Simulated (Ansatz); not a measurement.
Relaxation of a generated cell, Bi2Te3 placed in the AFLOW prototype A3B2_hP5_164_ad_d (D5_13, as in Al3Ni2); 5 atoms in the cell, which starts as P-3m1 (No. 164), hP5; a = b = 5.511 Å, c = 6.690 Å, α = β = 90.00°, γ = 120.00°. Computed with r2SCAN (plane waves to 500 eV, PAW, scalar-relativistic; Ansatz, a program for electronic structure). Γ-centred k-mesh 5×5×4 on the run's cell (coarser than for final values), Fermi–Dirac smearing 0.05 eV. This is the first round of the run. 

The optimiser's lines from the output (shortened; P is positive under compression):

```
relax step   1: F+E_penalty+E_count = -45805.62789338 eV  Δ(F+E_penalty+E_count) = +0.000e0 eV  max|allowed force component| = 6.648e-1 eV/Å  Δτ_max = 0.0000 Å  P = -1.808 GPa  Ω = 175.954 Å³  (7 SCF iters, dr2 threshold 1.00e-7 eV, accepted)
relax step   2: F+E_penalty+E_count = -45806.08520438 eV  Δ(F+E_penalty+E_count) = -4.573e-1 eV  max|allowed force component| = 6.801e-1 eV/Å  Δτ_max = 0.1950 Å  P = +0.608 GPa  Ω = 168.394 Å³  (8 SCF iters, dr2 threshold 5.00e-7 eV, accepted)
relax step   3: F+E_penalty+E_count = -45806.28695617 eV  Δ(F+E_penalty+E_count) = -2.018e-1 eV  max|allowed force component| = 3.450e-1 eV/Å  Δτ_max = 0.1917 Å  P = +0.536 GPa  Ω = 169.945 Å³  (7 SCF iters, dr2 threshold 5.00e-7 eV, accepted)
relax step   4: F+E_penalty+E_count = -45806.36826328 eV  Δ(F+E_penalty+E_count) = -8.131e-2 eV  max|allowed force component| = 2.949e-1 eV/Å  Δτ_max = 0.0560 Å  P = +0.414 GPa  Ω = 171.384 Å³  (8 SCF iters, dr2 threshold 5.00e-7 eV, accepted)
relax step   5: F+E_penalty+E_count = -45806.45644151 eV  Δ(F+E_penalty+E_count) = -8.818e-2 eV  max|allowed force component| = 3.992e-1 eV/Å  Δτ_max = 0.1739 Å  P = +1.707 GPa  Ω = 173.200 Å³  (7 SCF iters, dr2 threshold 5.00e-7 eV, accepted)
relax step   6: F+E_penalty+E_count = -45806.56963425 eV  Δ(F+E_penalty+E_count) = -1.132e-1 eV  max|allowed force component| = 8.161e-2 eV/Å  Δτ_max = 0.0388 Å  P = +0.011 GPa  Ω = 178.074 Å³  (8 SCF iters, dr2 threshold 5.00e-7 eV, accepted)
relax step   7: F+E_penalty+E_count = -45806.62584071 eV  Δ(F+E_penalty+E_count) = -5.621e-2 eV  max|allowed force component| = 2.018e-1 eV/Å  Δτ_max = 0.0457 Å  P = +0.226 GPa  Ω = 178.917 Å³  (7 SCF iters, dr2 threshold 5.00e-7 eV, accepted)
relax step   8: F+E_penalty+E_count = -45806.70326154 eV  Δ(F+E_penalty+E_count) = -7.742e-2 eV  max|allowed force component| = 2.811e-1 eV/Å  Δτ_max = 0.0601 Å  P = +0.382 GPa  Ω = 177.106 Å³  (7 SCF iters, dr2 threshold 5.00e-7 eV, accepted)
relax step   9: F+E_penalty+E_count = -45806.83830926 eV  Δ(F+E_penalty+E_count) = -1.350e-1 eV  max|allowed force component| = 4.535e-1 eV/Å  Δτ_max = 0.0634 Å  P = +0.510 GPa  Ω = 175.320 Å³  (8 SCF iters, dr2 threshold 5.00e-7 eV, accepted)
relax step  10: F+E_penalty+E_count = -45807.08794557 eV  Δ(F+E_penalty+E_count) = -2.496e-1 eV  max|allowed force component| = 4.283e-1 eV/Å  Δτ_max = 0.1083 Å  P = +0.789 GPa  Ω = 171.764 Å³  (8 SCF iters, dr2 threshold 5.00e-7 eV, accepted)
relax step  11: F+E_penalty+E_count = -45807.24882566 eV  Δ(F+E_penalty+E_count) = -1.609e-1 eV  max|allowed force component| = 3.814e-1 eV/Å  Δτ_max = 0.0918 Å  P = +1.335 GPa  Ω = 168.707 Å³  (8 SCF iters, dr2 threshold 5.00e-7 eV, accepted)
relax step  12: F+E_penalty+E_count = -45807.04069849 eV  Δ(F+E_penalty+E_count) = +2.081e-1 eV  max|allowed force component| = 1.147e0 eV/Å  Δτ_max = 0.1977 Å  P = +2.612 GPa  Ω = 173.297 Å³  (9 SCF iters, dr2 threshold 5.00e-7 eV, rejected (line search))
relax step  13: F+E_penalty+E_count = -45807.31784364 eV  Δ(F+E_penalty+E_count) = -6.902e-2 eV  max|allowed force component| = 3.762e-2 eV/Å  Δτ_max = 0.0327 Å  P = +0.321 GPa  Ω = 172.097 Å³  (12 SCF iters, accepted)
relax step  14: F+E_penalty+E_count = -45807.32345794 eV  Δ(F+E_penalty+E_count) = -5.614e-3 eV  max|allowed force component| = 6.525e-2 eV/Å  Δτ_max = 0.0109 Å  P = -0.365 GPa  Ω = 172.516 Å³  (7 SCF iters, dr2 threshold 5.00e-7 eV, accepted)
relax step  15: F+E_penalty+E_count = -45807.32636246 eV  Δ(F+E_penalty+E_count) = -2.905e-3 eV  max|allowed force component| = 8.240e-3 eV/Å  Δτ_max = 0.0039 Å  P = -0.030 GPa  Ω = 172.265 Å³  (6 SCF iters, dr2 threshold 5.00e-7 eV, accepted)
relax step  16: F+E_penalty+E_count = -45807.32638536 eV  Δ(F+E_penalty+E_count) = -2.290e-5 eV  max|allowed force component| = 8.426e-4 eV/Å  Δτ_max = 0.0006 Å  P = -0.006 GPa  Ω = 172.210 Å³  (5 SCF iters, dr2 threshold 3.27e-9 eV, accepted)
relax step  17: F+E_penalty+E_count = -45807.53379313 eV  Δ(F+E_penalty+E_count) = -2.074e-1 eV  max|allowed force component| = 7.939e-3 eV/Å  Δτ_max = 0.0000 Å  P = +1.613 GPa  Ω = 172.210 Å³  stress off target by 4.65e0 GPa  SCF on the basis re-selected at this cell (its energy is not comparable with the rows above)  (9 SCF iters)
relax step  18: F+E_penalty+E_count = -45807.68731226 eV  Δ(F+E_penalty+E_count) = -1.535e-1 eV  max|allowed force component| = 2.808e-2 eV/Å  Δτ_max = 0.0035 Å  P = +1.296 GPa  Ω = 173.553 Å³  (7 SCF iters, dr2 threshold 5.00e-7 eV, accepted)
relax step  19: F+E_penalty+E_count = -45807.80588197 eV  Δ(F+E_penalty+E_count) = -1.186e-1 eV  max|allowed force component| = 3.472e-2 eV/Å  Δτ_max = 0.0173 Å  P = +0.678 GPa  Ω = 176.347 Å³  (7 SCF iters, dr2 threshold 5.00e-7 eV, accepted)
relax step  20: F+E_penalty+E_count = -45807.88188395 eV  Δ(F+E_penalty+E_count) = -7.600e-2 eV  max|allowed force component| = 4.611e-2 eV/Å  Δτ_max = 0.0168 Å  P = +0.511 GPa  Ω = 177.667 Å³  (6 SCF iters, dr2 threshold 5.00e-7 eV, accepted)
relax step  21: F+E_penalty+E_count = -45807.92169705 eV  Δ(F+E_penalty+E_count) = -3.981e-2 eV  max|allowed force component| = 8.700e-2 eV/Å  Δτ_max = 0.0480 Å  P = +0.264 GPa  Ω = 181.491 Å³  (7 SCF iters, dr2 threshold 5.00e-7 eV, accepted)
relax step  22: F+E_penalty+E_count = -45807.92176379 eV  Δ(F+E_penalty+E_count) = -6.674e-5 eV  max|allowed force component| = 2.985e-1 eV/Å  Δτ_max = 0.0403 Å  P = -0.309 GPa  Ω = 185.042 Å³  (7 SCF iters, dr2 threshold 5.00e-7 eV, accepted)
relax step  23: F+E_penalty+E_count = -45807.93064144 eV  Δ(F+E_penalty+E_count) = -8.878e-3 eV  max|allowed force component| = 4.100e-2 eV/Å  Δτ_max = 0.0267 Å  P = -0.014 GPa  Ω = 183.687 Å³  (7 SCF iters, dr2 threshold 5.00e-7 eV, accepted)
relax step  24: F+E_penalty+E_count = -45807.93214762 eV  Δ(F+E_penalty+E_count) = -1.506e-3 eV  max|allowed force component| = 1.858e-2 eV/Å  Δτ_max = 0.0238 Å  P = +0.063 GPa  Ω = 185.028 Å³  (7 SCF iters, dr2 threshold 1.05e-7 eV, accepted)
relax step  25: F+E_penalty+E_count = -45807.93225802 eV  Δ(F+E_penalty+E_count) = -1.104e-4 eV  max|allowed force component| = 1.712e-3 eV/Å  Δτ_max = 0.0041 Å  P = -0.003 GPa  Ω = 184.995 Å³  (6 SCF iters, dr2 threshold 2.16e-8 eV, accepted)
relax step  26: F+E_penalty+E_count = -45807.93655837 eV  Δ(F+E_penalty+E_count) = -4.300e-3 eV  max|allowed force component| = 1.542e-3 eV/Å  Δτ_max = 0.0000 Å  P = +0.002 GPa  Ω = 184.995 Å³  stress off target by 1.29e-2 GPa  SCF on the basis re-selected at this cell (its energy is not comparable with the rows above)  (8 SCF iters)
```

From the first to the last row the energy changes by -0.46 eV/atom and the volume by +5.1 %. The last row is marked as not comparable with the walk above it, whose basis was carried along; it does compare with step 1, since both stand on a basis selected at the nominal cutoff for their own cell.

Energy and pressure jump between steps 16 and 17 at one geometry, where the plane-wave basis was selected anew. While the cell walks, the set of plane waves is carried along, so its effective cutoff drifts with the strain; re-selecting it at 500 eV moved the energy by -0.041 eV/atom and the pressure by 1.6 GPa. Only step 1 and rows on a re-selected basis compare with each other.

Step 12 was rejected by the optimiser.

Later rounds, restarted from the end of this one on a renewed k-mesh, logged 8 more steps and released under 1 meV/atom more. The final structure after all rounds: P-3m1 (No. 164), hP5; a = b = 4.4090 Å, c = 11.0164 Å, α = β = 90.00°, γ = 120.00°. Between re-selections the logged energies stand on a plane-wave basis carried along with the cell. No spin polarisation in the result.

The run could not lose the symmetry of its start: the end is stationary, and may be a saddle point rather than a minimum.

The relaxed structure here is a generated cell of Bi2Te3: the first start was made by placing the elements on the sites of a structure type, and the end was not matched to a known phase here, so it may be hypothetical. Known forms of Bi2Te3 include space group No. 166.
